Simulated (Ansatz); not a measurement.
PbF₂:
```
CELL_PARAMETERS angstrom
      0.00000     2.97270     2.97270
      2.97270     0.00000     2.97270
      2.97270     2.97270     0.00000
ATOMIC_POSITIONS crystal
  Pb 0.00000 0.00000 0.00000
  F  0.25000 0.25000 0.25000
  F  0.75000 0.75000 0.75000
```

Cartesian axes are those of the cell as given.

Problem. Give the high-frequency dielectric tensor and the Born effective charge tensors of the independent atoms from DFPT, plane-wave PAW r²SCAN+D4 (Ansatz code).

Solution. 
ε∞:
```
3.16  0.00  0.00
0.00  3.16  0.00
0.00  0.00  3.16
```
Z* of atom 1 (Pb), rows: field, columns: displacement, in e:
```
3.20  0.00  0.00
0.00  3.20  0.00
0.00  0.00  3.20
```
Z* of atom 2 (F), rows: field, columns: displacement, in e:
```
-1.60   0.00   0.00
 0.00  -1.60   0.00
 0.00   0.00  -1.60
```

Static charges for comparison (Bader): Pb1 +1.62, F2 -0.81 e. Born charges measure polarisation by displacement and can exceed these by far.

Space group Fm-3m (fluorite). The r²SCAN+D4 relaxation kept the symmetry of its start; phonons on a q-mesh show no instability. Scalar-relativistic: spin–orbit coupling is off unless named, which matters more the heavier the elements.

Potentials: the later of the program's two PAW sets.
